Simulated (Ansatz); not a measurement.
# Ca3BiN with phosphorus replacing Bi: gradients before and after relaxing the atoms

Start: a supercell of Ca3BiN (antiperovskite type, Pm-3m) built from a COD entry, with all atoms left at the host's positions.

```cif
data_Ca12Bi3PN4
_symmetry_space_group_name_H-M 'Im-3m'
_symmetry_Int_Tables_number 229
_cell_length_a 9.7768
_cell_length_b 9.7768
_cell_length_c 9.7768
_cell_angle_alpha 90.000
_cell_angle_beta 90.000
_cell_angle_gamma 90.000
loop_
_atom_site_label
_atom_site_type_symbol
_atom_site_symmetry_multiplicity
_atom_site_Wyckoff_symbol
_atom_site_fract_x
_atom_site_fract_y
_atom_site_fract_z
Ca Ca 24 h 0.0000 0.2500 0.2500
P P 2 a 0.0000 0.0000 0.0000
Bi Bi 6 b 0.0000 0.0000 0.5000
N N 8 c 0.2500 0.2500 0.2500
```

One atom of each set is listed; the run and its k-mesh use a cell of 20 atoms with edges of 8.47, 8.47, 8.47 Å.

Level of theory: DFT, PBE, plane waves and PAW, scalar-relativistic, 420 eV cutoff, Γ-centred 3×3×3 k-points, Fermi–Dirac smearing 0.01 eV (Ansatz 0.2.0).

The largest force at the start is 0.34 eV/Å. Relaxing the ions at fixed cell moves them by 0.040 Å at most (atom 4, Ca) and 0.031 Å rms.

```
site  moved (Å)                                                 first shell before                                       first shell after  V_zz before (10²¹ V/m²)  η before
  Ca      0.040  2 N at 2.44 Å, 1 P at 3.46 Å; also 8 Ca at 3.46 Å, 3 Bi at 3.46 Å  2 N at 2.44 Å, 1 P at 3.42 Å; also 8 Ca at 3.42–3.50 Å                    -8.93      0.03
   P      0.000                                                    12 Ca at 3.46 Å                                         12 Ca at 3.42 Å                     0.00         –
  Bi      0.000                                                    12 Ca at 3.46 Å                                    12 Ca at 3.46–3.50 Å                    -1.51      0.00
   N      0.000                                                     6 Ca at 2.44 Å                                          6 Ca at 2.44 Å                    -0.21      0.00
```

Problem. How do the gradients change?

Solution. 

```json
{"site": "Ca", "V_zz after": "-8.92", "η after": "0.05", "change of V_zz": "+0.01"}
{"site": "P", "V_zz after": "0.00", "η after": "–", "change of V_zz": "0.00"}
{"site": "Bi", "V_zz after": "1.38", "η after": "0.00", "change of V_zz": "+2.89"}
{"site": "N", "V_zz after": "-0.13", "η after": "0.00", "change of V_zz": "+0.08"}
```

The largest change of V_zz is on Bi, from -1.51 to 1.38. V_zz changes sign on Bi (same axis).

The defect repeats with the cell of 20 atoms, so it feels its images: sites between two images don't show the values beside a lone defect, and zeros or small values of η there can come from the images' arrangement. Ca carries a gradient in the pure host already, so the values there aren't the defect's effect alone. Spin–orbit coupling is left out, which shifts gradients on Bi by a few per cent in wide-gap crystals, and can shift them far more where the calculated gap is small or absent, as here. With a gap of 0.5 eV on this mesh, small gradients can still move by 0.1 × 10²¹ V/m² or more as the k-mesh gets denser.
Before: The neighbours have not yet relaxed around the defect (largest force 0.34 eV/Å), so a real crystal will differ.
After: The relaxation keeps the site symmetry m-3m of the start, so the impurity can't leave its site; a start off the site could end lower.
